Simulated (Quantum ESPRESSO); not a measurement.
# Band energies of CdI2

```
CELL_PARAMETERS angstrom
      4.24206     0.00000     0.00000
     -2.12103     3.67373     0.00000
      0.00000     0.00000     6.81717
ATOMIC_POSITIONS crystal
  Cd 0.00000 0.00000 0.00000
  I  0.33333 0.66667 0.25359
  I  0.66667 0.33333 0.74641
```

norm-conserving PBEsol (Quantum ESPRESSO, 102 Ry, no spin-orbit coupling); path ΓMKΓALHA,LM,KH; energies in eV from the valence-band maximum.

| k (1/Å) | point | band 13 | band 14 | band 15 | band 16 | band 17 | band 18 | band 19 | band 20 |
|---|---|---|---|---|---|---|---|---|---|
| 0.00 | Γ | -0.32 | -0.32 | -0.19 | -0.19 | -0.14 | 2.30 | 4.32 | 6.28 |
| 0.43 |  | -2.19 | -1.50 | -1.08 | -0.20 | -0.06 | 3.22 | 4.97 | 6.19 |
| 0.86 | M | -2.78 | -2.09 | -1.55 | -0.79 | -0.14 | 2.58 | 4.84 | 5.75 |
| 0.98 |  | -2.74 | -2.05 | -1.67 | -0.81 | -0.34 | 2.63 | 5.13 | 5.79 |
| 1.35 | K | -2.19 | -2.19 | -1.97 | -1.20 | -1.20 | 2.51 | 6.88 | 6.88 |
| 1.46 |  | -2.35 | -2.17 | -1.76 | -1.36 | -0.97 | 2.56 | 6.76 | 6.83 |
| 2.01 |  | -1.62 | -1.40 | -0.45 | -0.41 | -0.05 | 3.28 | 5.38 | 5.46 |
| 2.34 | Γ | -0.32 | -0.32 | -0.19 | -0.19 | -0.14 | 2.30 | 4.32 | 6.28 |
| 2.57 |  | -0.91 | -0.41 | -0.41 | -0.08 | -0.08 | 2.96 | 4.36 | 6.16 |
| 2.80 | A | -1.72 | -0.46 | -0.46 | -0.02 | -0.02 | 3.53 | 4.36 | 6.05 |
| 3.01 |  | -1.65 | -0.81 | -0.59 | -0.51 | -0.12 | 3.48 | 4.94 | 6.10 |
| 3.55 |  | -3.18 | -1.28 | -1.24 | -0.58 | -0.50 | 2.30 | 4.81 | 5.76 |
| 3.65 | L | -3.27 | -1.31 | -1.24 | -0.54 | -0.51 | 2.25 | 4.75 | 5.68 |
| 3.95 |  | -3.02 | -2.29 | -1.90 | -0.39 | -0.29 | 3.02 | 5.19 | 5.79 |
| 4.15 | H | -2.73 | -2.73 | -2.37 | -0.28 | -0.28 | 3.37 | 5.35 | 5.35 |
| 4.42 |  | -2.76 | -2.19 | -1.78 | -0.45 | -0.39 | 3.15 | 5.39 | 5.87 |
| 4.86 |  | -1.64 | -0.90 | -0.87 | -0.51 | -0.22 | 3.43 | 5.17 | 6.15 |
| 5.13 | A | -1.72 | -0.46 | -0.46 | -0.02 | -0.02 | 3.53 | 4.36 | 6.05 |
| 5.13 | L | -3.27 | -1.31 | -1.24 | -0.54 | -0.51 | 2.25 | 4.75 | 5.68 |
| 5.59 | M | -2.78 | -2.09 | -1.55 | -0.79 | -0.14 | 2.58 | 4.84 | 5.75 |
| 5.59 | K | -2.19 | -2.19 | -1.97 | -1.20 | -1.20 | 2.51 | 6.88 | 6.88 |
| 6.06 | H | -2.73 | -2.73 | -2.37 | -0.28 | -0.28 | 3.37 | 5.35 | 5.35 |

The PBEsol gap is 2.24 eV; at least one edge lies off the plotted path, at a point of the SCF mesh. The smallest direct gap is 2.44 eV. Another conduction extremum on the path lies within 0.02 eV, too close to call.

Without spin-orbit coupling, band edges of such heavy elements can be off by tenths of an eV.

Geometry relaxed with PBE+D3(BJ).
